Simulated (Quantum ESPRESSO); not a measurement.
# Moving one atom in NGe6Ga

Calculated results; nothing here was measured. They come from pw.x of Quantum ESPRESSO 7.5, a plane-wave density functional program, with PseudoDojo standard norm-conserving files (v0.5 for PBE, v0.4.1 for LDA and PBEsol). The cells are made up: elements, strain and atom displacements were drawn at random, and nothing was relaxed. There is no spin polarisation, spin-orbit coupling or dispersion term.

The cell has 8 sites of a zincblende or diamond lattice. Sites 1 to 4 hold N Ge Ge Ge; sites 5 to 8 hold Ge Ga Ge Ge. Cell vectors in Å: (5.850, -0.084, -0.069); (-0.084, 5.821, 0.025); (-0.069, 0.025, 5.793). Settings: PBE, cutoff 1143 eV, 6 x 6 x 6 k mesh shifted by half a step, Fermi-Dirac smearing of 0.1 eV.

Each run shifts the Ge atom on site 7 along z and leaves all else fixed. Site 2 is one of its nearest neighbours. E is the free energy of the cell above the lowest run shown.

| run | shift (Å) | Fz on site 7 (eV/Å) | Fz on site 2 (eV/Å) | P (GPa) | E (meV) |
| --- | --- | --- | --- | --- | --- |
| 1 | -0.0724 | 1.494 | 0.697 | -4.88 | 134.4 |
| 2 | 0.0217 | 0.713 | 0.941 | -5.07 | 30.4 |
| 3 | 0.0381 | 0.576 | 0.980 | -5.09 | 19.8 |
| 5 | 0.0794 | 0.231 | 1.073 | -5.13 | 3.1 |
| 6 | 0.1100 | -0.025 | 1.137 | -5.13 | 0.0 |
| 7 | 0.1357 | -0.238 | 1.188 | -5.13 | 3.4 |
| 4 | 0.0544 | ? | ? | ? | ? |

A rerun of one of these cells at 1437 eV and k mesh 8 x 8 x 8 moved values by no more than 0.004 eV in the cell's energy, 0.02 GPa in stress and 0.004 eV/Å in force.

## Worked fit

A parabola through the six runs shown gives Fz on site 7 = 0.893 - 8.32 u - 0.2 u² eV/Å, with u in Å and a scatter of 0.001 eV/Å. Minus the slope, 8.32 ± 0.03 eV/Å², is this atom's force constant along z at u = 0, with its periodic images moving too. The fitted force vanishes at u = 0.107 Å, where the energy should be lowest along this line. The error is the larger of the fit's own and the change that a cubic makes, rounded up.

## Withheld run

Question: what Fz on site 7 should run 4 give?

The fit gives 0.440 eV/Å. The calculation gave 0.440 eV/Å.

| run | shift (Å) | Fz on site 7 (eV/Å) | Fz on site 2 (eV/Å) | P (GPa) | E (meV) |
| --- | --- | --- | --- | --- | --- |
| 4 | 0.0544 | 0.440 | 1.017 | -5.11 | 11.5 |